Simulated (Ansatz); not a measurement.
The start is a relaxed VBiO4 cell, doubled along one cell vector, shaken by Gaussian noise of σ = 0.08 Å a coordinate. A full variable-cell relaxation at zero pressure is run with PBE (plane waves to 420 eV, PAW, scalar-relativistic; Ansatz, an electronic-structure program). The first steps use a coarse 7×7×2 k-mesh.

Input geometry:
```yaml
crystal:
  lattice:
    - [3.63775, 0.00000, 0.00000]
    - [-1.81887, 3.15038, 0.00000]
    - [0.00000, 0.00000, 11.32479]
  atoms:
    - { symbol: V, position: [0.96948, 0.97804, 0.24510] }
    - { symbol: V, position: [0.03373, 0.01544, 0.73579] }
    - { symbol: Bi, position: [0.02935, 0.00440, 0.00503] }
    - { symbol: Bi, position: [0.04701, 0.04063, 0.49445] }
    - { symbol: O, position: [0.33050, 0.70067, 0.13304] }
    - { symbol: O, position: [0.34238, 0.68056, 0.65282] }
    - { symbol: O, position: [0.69756, 0.34169, 0.13494] }
    - { symbol: O, position: [0.67577, 0.35240, 0.64213] }
    - { symbol: O, position: [0.63987, 0.30182, 0.34539] }
    - { symbol: O, position: [0.66192, 0.33557, 0.85833] }
    - { symbol: O, position: [0.33267, 0.69699, 0.35383] }
    - { symbol: O, position: [0.35719, 0.69607, 0.86723] }
```
Spin-polarised start, with parallel moments on V.

What pressure does the first self-consistent step give?

+2.3 GPa (positive: the cell is compressed).

Which atoms feel the largest initial force, and how large is it?

1.56 eV/Å, on Bi3 (atoms numbered as listed).

How does the volume per atom move from start to end?

+30.4 %, from 10.82 to 14.10 Å³/atom.

How do the shortest distances between atoms change?

The closest pairs of elements (up to four, under 3.6 Å), start → end: O–V 2.23 → 1.68 Å; O–O 1.91 → 2.67 Å; Bi–O 2.39 → 2.19 Å; Bi–V 2.73 → 3.81 Å.

What band gap does the relaxed structure have at this level?

1.28 eV, direct (no spin-orbit coupling).

What magnetic moments remain?

Zero (the starting moments vanished).

Give the final cell and atomic positions.


```cif
data_Bi4O16V4
_chemical_formula_sum 'V4 Bi4 O16'
_space_group_name_H-M_alt 'Cc'
_space_group_IT_number 9
_space_group_name_Hall 'C -2yc'
_cell_length_a 4.87990
_cell_length_b 4.87167
_cell_length_c 14.35636
_cell_angle_alpha 90.000
_cell_angle_beta 97.444
_cell_angle_gamma 90.000
loop_
_atom_site_label
_atom_site_type_symbol
_atom_site_symmetry_multiplicity
_atom_site_Wyckoff_symbol
_atom_site_fract_x
_atom_site_fract_y
_atom_site_fract_z
_atom_site_occupancy
V1 V 4 a 0.10821 0.74574 0.29408 1
Bi1 Bi 4 a 0.17500 0.58510 0.03644 1
O1 O 4 a 0.27304 0.08642 0.29720 1
O2 O 4 a 0.29665 0.59227 0.38600 1
O3 O 4 a 0.21660 0.60365 0.19836 1
O4 O 4 a 0.12443 0.13849 0.05389 1
```
(The calculation used a cell of 12 atoms; values per cell refer to that cell.)

Final values are on a 10×10×3 k-mesh of the relaxed cell. No spin polarisation in the result: the starting moments vanished. The d or f electrons are treated with no Hubbard U. Spin-orbit coupling is missing; with elements this heavy it can move band edges by tenths of an eV or more.

The relaxed structure here is a generated cell of VBiO4: the first start was made by placing the elements on the sites of a structure type, and the end was not matched to a known phase here, so it may be hypothetical. Known forms of VBiO4 include space group No. 88.
